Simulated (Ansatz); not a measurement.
**MgB: one input, then a changed one**

The cell was built from the CsCl type and relaxed in the same program; it needn't be a known or the stable phase. The listed cell was then made from it by scaling, straining or moving an atom.

First run: DFT, PBEsol, all-electron LAPW, scalar-relativistic (Ansatz 0.2.0).

Command: `ansatz run input.yaml --threads 1 --pin off --max-ram 2048MiB --backend cpu --events-out ev --progress --plain --runs-dir out` The run took 12 s on 1 thread of Intel(R) Xeon(R) Processor @ 2.50GHz (Skylake/Cascade Lake), with other jobs on the host, peak memory 0.27 GiB.

```yaml
crystal:
  lattice:
    - [2.9311688766, 0.0, 0.0]
    - [0.0, 2.9311688766, 0.0]
    - [0.0, 0.0, 2.9311688766]
  atoms:
    - { symbol: B, position: [0.0, 0.0, 0.0] }
    - { symbol: Mg, position: [0.5, 0.5, 0.5] }
kpoints:
  mp_grid: { grid: [11, 11, 11] }
scf:
  occupations: { method: fermi_dirac, width: 0.05 }
hamiltonian:
  xc: pbesol
  pseudopotentials: { kind: all_electron, lapw: { basis_error: 0.00025 } }
output:
  forces: true
  stress: true
  eigenvalues: true
```

Result: converged; pressure -4.90 GPa; 6 SCF iterations.

A second run of a changed input logged this at its end:

```
Error: invalid value for `kpoints.mp_grid.grid`: each dimension must be in 1..=255
```

What was wrong with the input?

A mesh with a zero or a mesh and a spacing, by this change (others could give a like log):
```diff
@@ -8,7 +8,8 @@
     - { symbol: Mg, position: [0.5, 0.5, 0.5] }
 kpoints:
-  mp_grid: { grid: [11, 11, 11] }
+  mp_grid: { grid: [0, 11, 11] }
 scf:
   occupations: { method: fermi_dirac, width: 0.05 }
+  max_iter: 75
 hamiltonian:
   xc: pbesol
```
